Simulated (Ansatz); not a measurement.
Cr:
```
Cr
1.0
    2.94549     0.00000     0.00000
    0.00000     2.94549     0.00000
    0.00000     0.00000     2.94549
Cr
2
Direct
  0.00000   0.00000   0.00000
  0.50000   0.50000   0.50000
```
Starting moments (μB, in the order of the atoms Cr Cr): 2.7 -2.7.

Relaxed with r²SCAN+D4. Special points in fractions of this cell's reciprocal vectors: Γ (0.000, 0.000, 0.000); X (0.000, 0.500, 0.000); M (0.500, 0.500, 0.000); R (0.500, 0.500, 0.500).

### Question
List the band energies nearest the Fermi level at these points for plane-wave PAW r²SCAN+D4 (Ansatz code).

### Answer
In eV from the Fermi level; about four levels below and three above (degenerate sets whole), none deeper than 8.9 eV; points with the same levels are listed once.

| k | below | above |
|---|---|---|
| Γ ↑ | -4.18 -4.18 -1.53 -1.53 -1.53 | 1.60 1.60 3.14 3.14 3.14 |
| X ↑ | -1.90 -1.90 -1.01 -0.27 | 1.18 1.18 1.31 |
| M ↑ | -4.71 -4.37 -2.74 -2.74 | 0.31 0.35 0.35 |
| R ↑ | -3.42 -3.42 -3.42 -1.43 -1.43 -1.43 | 0.36 0.36 3.11 3.11 |

Space group Im-3m (bcc (W type)). The r²SCAN+D4 relaxation kept the symmetry of its start, as lowered by the spin order. The final state is antiferromagnetic, chosen from 3 collinear starts compared on coarse meshes (ties went to the first, and starts can fall back to one state), not a proven ground state. Textbook magnetic order: a spin-density-wave antiferromagnet. Other orbital occupations within this spin state were not tried. For itinerant 3d metals, meta-GGAs of the SCAN family and hybrids are commonly reported to give too large moments. The pairwise dispersion correction was not fitted to metals. Point labels and valley counts follow the cell and symmetry of the run, lower than the named group.

Potentials: the later of the program's two PAW sets.
